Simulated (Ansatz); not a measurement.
PbSe:
```
CELL_PARAMETERS angstrom
      4.29102     0.00000     0.00000
      0.00000     4.29102     0.00000
      0.00000     0.00000     8.21006
ATOMIC_POSITIONS crystal
  Pb 0.00000 0.50000 0.00000
  Pb 0.50000 0.00000 0.50000
  Se 0.00000 0.00000 0.25000
  Se 0.00000 0.00000 0.75000
```

Relaxed with PBE. Special points in fractions of this cell's reciprocal vectors: Γ (0.000, 0.000, 0.000); X (0.000, 0.500, 0.000); M (0.500, 0.500, 0.000); Z (0.000, 0.000, 0.500); R (0.000, 0.500, 0.500); A (0.500, 0.500, 0.500).

### Question
List the band energies nearest the Fermi level at these points for PBE (plane waves, PAW; program Ansatz).

### Answer
In eV from the Fermi level; about four levels below and three above (degenerate sets whole), none deeper than 8.9 eV; points with the same levels are listed once.

```
k                    below                above
-  -----------------------  -------------------
Γ  -1.88 -1.88 -0.68 -0.68  0.01 1.68 2.34 2.34
X  -2.03 -1.54 -1.34 -0.54       1.39 2.83 3.27
M  -0.70 -0.70 -0.60 -0.57       0.37 2.03 4.43
Z  -1.10 -1.10 -1.02 -1.02  2.56 2.56 3.24 3.24
R  -0.64 -0.64 -0.17 -0.01       2.33 2.84 4.39
A  -0.38 -0.38 -0.20 -0.20  3.78 3.78 4.93 4.93
```

Space group P4_2/mmc. The cell is a constructed one: a structure type filled with these elements; neither database checked (COD, Materials Project) lists it. It is not the phase usual at ambient conditions (space group No. 225). Symmetry was held in the PBE relaxation; whether a distortion lowers the energy is not shown. Scalar-relativistic: spin–orbit coupling is off unless named, which matters more the heavier the elements.

Potentials: the later of the program's two PAW sets.
